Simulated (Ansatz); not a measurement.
**Elastic constants of GaNi at 15 GPa (stress–strain coefficients): input and output**

These are results of DFT LDA, scalar-relativistic, plane waves, PAW (Ansatz 0.2.0), not measurements.

Launched with:
```bash
ansatz run input.yaml --threads 1 --pin off --max-ram 3072MiB --backend cpu --events-out ev --progress --plain --runs-dir out
```

Input (bare energies are in eV):
```yaml
crystal:
  lattice:
    - [2.7797510308, 0.0, 0.0]
    - [0.0, 2.7797510308, 0.0]
    - [0.0, 0.0, 2.7797510308]
  atoms:
    - { symbol: Ga, position: [0.0, 0.0, 0.0] }
    - { symbol: Ni, position: [0.5, 0.5, 0.5] }
basis:
  ecutwfc: 420
kpoints:
  mp_grid: { grid: [16, 16, 16] }
hamiltonian:
  xc: lda
scf:
  occupations: { method: fermi_dirac, width: 0.15 }
output:
  forces: true
  stress: true
  eigenvalues: true
elastic:
  mode: relaxed_ion
  amplitude: 0.005
```

From the output:
```
--- Elastic constants: 2 strain directions × 4 members + reference (group order 48) ---
  dense FFT box of the reference and of every strained cell: 20×20×20
  strains applied: 11, 23; error gains: componentwise 1.00 (the most a stress slope's error grows in a printed constant), spectral 1.73 (1 for all six strains in a standard setting)
  C = ∂σ_k/∂η_j (tension-positive GPa; Voigt order 11 22 33 23 13 12):
       289.938    246.073    246.073     -0.000     -0.000     -0.000
       246.073    289.938    246.073     -0.000     -0.000     -0.000
       246.073    246.073    289.938     -0.000     -0.000     -0.000
         0.000     -0.000     -0.000    135.238      0.000      0.000
         0.000      0.000     -0.000      0.000    135.238     -0.000
         0.000     -0.000      0.000      0.000     -0.000    135.238
  reference stress σ⁰ (GPa):    -14.998    -14.998    -14.998     -0.000     -0.000     -0.000
  C* (energy form; C + prestress term) asymmetry max|C*_kj − C*_jk| = 8.527e-14 GPa — a small one proves nothing (zero by symmetry where the batch's group is 432, −43m or m−3m); a large one is finite-difference/SCF noise where every solve ...
  moduli (Voigt/Reuss/Hill, GPa): K = 260.69/260.69/260.69   G = 89.92/44.10/67.01   E = 185.16   ν = 0.382
  mechanically stable: yes (min eigenvalue of sym C = 43.86 GPa)
  strain η (Voigt 11):  stress-route row diagonal C_11 = 289.94 GPa, energy-path curvature d²(F+E_count+ΔE)/dδ²/Ω₀ = 289.01 GPa
    cells at ±δ against ±2δ: C11 290.02 and 290.26 GPa, apart by 0.08 % of the column's largest entry
         δ    σ_11 (GPa) F (eV) n_scf n_hpsi n_pw
    -1.000e-2     -17.9992       -9481.1559448       8  164044    437   relax 0 steps, max|allowed force component| 9.47e-30 eV/Å
    -5.000e-3     -16.4726       -9481.1674924       5  153366    441   relax 0 steps, max|allowed force component| 1.91e-29 eV/Å
     5.000e-3     -13.5724       -9481.1876072       5  127830    445   relax 0 steps, max|allowed force component| 6.31e-29 eV/Å
     1.000e-2     -12.1941       -9481.1962406       7  134980    445   relax 0 steps, max|allowed force component| 9.76e-30 eV/Å
  strain η (Voigt 23):  stress-route row diagonal C_44 = 135.24 GPa, energy-path curvature d²(F+E_count+ΔE)/dδ²/Ω₀ = 142.59 GPa
    cells at ±δ against ±2δ: C44 135.23 and 135.19 GPa, apart by 0.03 % of the column's largest entry
         δ    σ_23 (GPa) F (eV) n_scf n_hpsi n_pw
    -1.000e-2      -1.3519       -9481.1770810       8  256422    443   relax 0 steps, max|allowed force component| 5.15e-29 eV/Å
    -5.000e-3      -0.6761       -9481.1777952       5  250127    441   relax 0 steps, max|allowed force component| 1.24e-29 eV/Å
     5.000e-3       0.6761       -9481.1777952       5  245177    441   relax 0 steps, max|allowed force component| 2.52e-29 eV/Å
     1.000e-2       1.3519       -9481.1770810       7  218022    443   relax 0 steps, max|allowed force component| 1.99e-28 eV/Å
```

Time: 85 s on 1 thread of Arm Neoverse V2, on a shared host, peak memory 0.56 GiB.

In a metal, frequencies and elastic constants depend on the k mesh and the smearing, soft modes and shear constants most. Spin polarisation was left out, and a magnetic state may lie lower. Other phases may be more stable at this pressure.